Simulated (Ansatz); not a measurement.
## How ScCd (Pm-3m) stiffens under pressure

```
CELL_PARAMETERS angstrom
3.48538 0.00000 0.00000
0.00000 3.48538 0.00000
0.00000 0.00000 3.48538
ATOMIC_POSITIONS crystal
Sc 0.50000 0.50000 0.50000
Cd 0.00000 0.00000 0.00000
```

This is the zero-pressure cell. At each pressure cell and atoms are relaxed in this structure, and the constants are slopes of the stress at strains of ±0.005 with relaxed ions (the coefficients that govern stability under load). Level: PBEsol, PAW on Ansatz 0.2.0's default frozen-core files (fitted under PBE), scalar-relativistic; k mesh 14×14×14, strains of ±0.005, Fermi-Dirac smearing of 0.100 eV, cutoff 420 eV. P is the pressure of the relaxed cell, less that of this one.

```
P (GPa)    V/V₀  C11 (GPa)  C12 (GPa)  C44 (GPa)
   0.00  1.0000       93.5       66.1       63.1
   0.99  0.9873       98.2       70.3       65.5
   2.00  0.9752      103.0       74.6       67.8
   3.98  0.9535      112.0       82.8       72.1
   7.00       ?          ?          ?          ?
   9.98  0.9003      137.4      106.9       83.9
  14.99  0.8654      157.0      126.3       92.6
```

**Question.** Does the bulk modulus from the constants agree with the pressure-volume curve?

**Answer.** A third-order Birch-Murnaghan fit to the volumes shown (F against f, f = [(V₀/V)^(2/3) − 1]/2) gives B₀ = 75.3 GPa and B′ = 4.4. Its −V dP/dV stands beside (C11 + 2C12)/3:

```csv
P (GPa),from P(V),from the constants
0.00,75.3,75.3
0.99,79.6,79.6
2.00,84.0,84.1
3.98,92.5,92.6
9.98,117.1,117.1
14.99,137.1,136.5
```

**Question.** What are the pressure derivatives at zero pressure?

**Answer.** Slopes at V₀ of quadratic fits in −ln(V/V₀) through the first four rows shown, divided by B₀: dC11/dP = 4.8, dC12/dP = 4.3, dC44/dP = 2.4. The mean slopes up to 2.0 GPa are 4.7, 4.2, 2.3; curvature and scatter of the constants part the two. The combination (dC11/dP + 2 dC12/dP)/3 = 4.5 stands against B′.

**Question.** Fill the row at 7.00 GPa.

**Answer.** Cubic fits in −ln(V/V₀) through all rows shown give C11 = 125.1, C12 = 95.1, C44 = 78.3 GPa. Computed: V/V₀ = 0.9248, C11 (GPa) = 125.1, C12 (GPa) = 95.1, C44 (GPa) = 78.3.

**Question.** Does a shear stiffness soften?

**Answer.** C44 goes from 63.1 to 92.6 GPa; (C11 − C12)/2 goes from 13.7 to 15.3 GPa. Neither ends more than 3 % under its start, and the lattice stays mechanically stable over this range.

Limits of these numbers: the structure is a database entry and needn't be the stable phase; no other phase was computed; many crystals of this kind change structure within this range, and rows or crossings beyond such a change describe a metastable lattice; frozen-core PAW files fitted under PBE, their cores solved anew for the functional of the run; responses of metals move with mesh and smearing; phonons weren't checked at these pressures.
